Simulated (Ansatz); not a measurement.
Given:

Relaxed MgO (rock salt):

```xyz
4
Lattice="0.0000 4.2544 4.2544 2.1272 0.0000 2.1272 2.1272 2.1272 0.0000" Properties=species:S:1:pos:R:3 pbc="T T T"
O      0.0000     0.0000     0.0000
O      2.1272     2.1272     4.2544
Mg     2.1272     2.1272     2.1272
Mg     2.1272     4.2544     4.2544
```

The atoms are displaced by Q × the pattern below (from a DFPT mode at L = (0.5, 0.0, 0.0), largest move 1; Q in Å), at fixed cell. (q is in reciprocal vectors of the primitive cell; the cell shown is doubled to hold the pattern.)

```tsv
atom	x	y	z
O1	0.577	-0.577	-0.577
O2	-0.577	0.577	0.577
```

Atoms not listed stay in place.

Method: PBE (plane waves to 420 eV, PAW, scalar-relativistic; Ansatz, a program for electronic structure). k mesh 13×13×13 (Γ-centred), Fermi-Dirac smearing 0.05 eV. Energies are smeared free energies. MgO was relaxed with its symmetry unable to fall. The PAW data are Ansatz's earlier set. The zero of ΔE is the undisplaced structure.

The scan covers Q from -0.100 to 0.100 Å in 13 points.

### Question
Which space group does the distorted structure have?

### Answer
R-3m (No. 166), lowered from Fm-3m.

### Question
What is the energy change at Q = 0.100 Å?

### Answer
176.5 meV/cell.

### Question
What harmonic wavenumber does the curvature at Q = 0 give?

### Answer
548 cm⁻¹.

(A displaced cell: forces are minus the slopes of the energy, force constants its curvatures, and phonons follow from these.)
